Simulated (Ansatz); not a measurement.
Hf:
```cif
data_Hf2
_chemical_formula_sum 'Hf2'
_space_group_name_H-M_alt 'P63/mmc'
_space_group_IT_number 194
_space_group_name_Hall '-P 6c 2c'
_cell_length_a 3.12077
_cell_length_b 3.12077
_cell_length_c 4.93878
_cell_angle_alpha 90.000
_cell_angle_beta 90.000
_cell_angle_gamma 120.000
loop_
_atom_site_label
_atom_site_type_symbol
_atom_site_symmetry_multiplicity
_atom_site_Wyckoff_symbol
_atom_site_fract_x
_atom_site_fract_y
_atom_site_fract_z
_atom_site_occupancy
Hf1 Hf 2 d 0.66667 0.33333 0.25000 1
```

Relaxed with DFT-LDA in the program Ansatz with PAW potentials. Indices refer to the conventional cell of P6_3/mmc, a = b = 3.1208 Å, c = 4.9388 Å, α = β = 90.00°, γ = 120.00°.

Question: Simulate the powder diffraction pattern (Cu Kα, λ = 1.54184 Å; lines above 1 %) up to 2θ = 90°.

Answer: Simulated powder pattern, Cu Kα, λ = 1.54184 Å (kinematic, ideal powder, no thermal factors, no anomalous dispersion; the 30 strongest lines at most, above 1 %, up to 2θ = 90°):

| 2θ (°) | d (Å) | I/Imax (%) | hkl |
|---|---|---|---|
| 33.15 | 2.703 | 24 | (1 0 -1 0) |
| 36.38 | 2.469 | 25 | (0002) |
| 37.95 | 2.371 | 100 | (1 0 -1 1) |
| 50.03 | 1.823 | 15 | (1 0 -1 2) |
| 59.22 | 1.560 | 19 | (1 1 -2 0) |
| 66.50 | 1.406 | 20 | (1 0 -1 3) |
| 69.57 | 1.351 | 2.9 | (2 0 -2 0) |
| 71.53 | 1.319 | 22 | (1 1 -2 2) |
| 72.52 | 1.303 | 16 | (2 0 -2 1) |
| 77.27 | 1.235 | 2.9 | (0004) |
| 81.13 | 1.185 | 3.9 | (2 0 -2 2) |
| 86.70 | 1.123 | 3.4 | (1 0 -1 4) |

Symmetry was held in the LDA relaxation. No spin polarisation was allowed. Axis ratios of metals converge slowly with the k-mesh, so a and c are less sure than the volume. Scalar-relativistic: spin–orbit coupling is off unless named, which matters more the heavier the elements.

Potentials: the earlier of the program's two PAW sets. The files were generated under PBE; for other functionals the program regenerates the frozen cores, and for LDA and PBEsol the local potential too.
